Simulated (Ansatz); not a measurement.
**Notes on Zr$_{2}$SiN$_{2}$**

```
Zr N Si
1.0
     0.00000    3.46058    0.00000
     3.46058    0.00000    0.00000
     1.73029    1.73029   -5.47608
Zr N Si
2 2 1
Direct
  0.34400 0.34400 0.31200
  0.65600 0.65600 0.68800
  0.75000 0.25000 0.50000
  0.25000 0.75000 0.50000
  0.00000 0.00000 0.00000
```

Single point in Ansatz 0.2.0 with PBE, no spin polarisation. Cutoff 420 eV, PAW datasets, 8×8×8 Γ-centred k mesh, fermi-dirac filling (width 0.0116 eV).

Task: Is the cell too large or too small?

Result: The pressure is 38.4 GPa (compression positive), so with the atoms held at these fractions the cell would first expand; the forces are large, so a full relaxation may end otherwise. The principal stresses 33.4, 40.9, 40.9 GPa differ, so its shape would change too.

Task: Which atom feels the largest force, and which way?

Result: The largest is on Zr1 (and as large on other atoms): 2.06 eV/Å, components (0.00, 0.00, 2.06). It makes 121° with the line to a nearest neighbour, N3 at 2.01 Å.

Task: Is it stable against the elements?

Result: -0.55 eV an atom against the elements' usual phases (free molecules for gases, crystals otherwise, with no correction for O₂ or N₂), so it is bound against them; other compounds may still compete. Relaxing would lower it.

Task: Is there a gap?

Result: It is a metal, with about 2.7 states/eV a cell as the mean within 0.25 eV of the Fermi level, mostly Si p (46 %), N p (26 %) and Zr d (21 %).

Origin: a known structure type with other elements, at an estimated volume, so it need not be a known compound. Caveats: many states at the Fermi level without spin polarisation, so a magnetic state may lie lower; atoms or cell far from equilibrium.
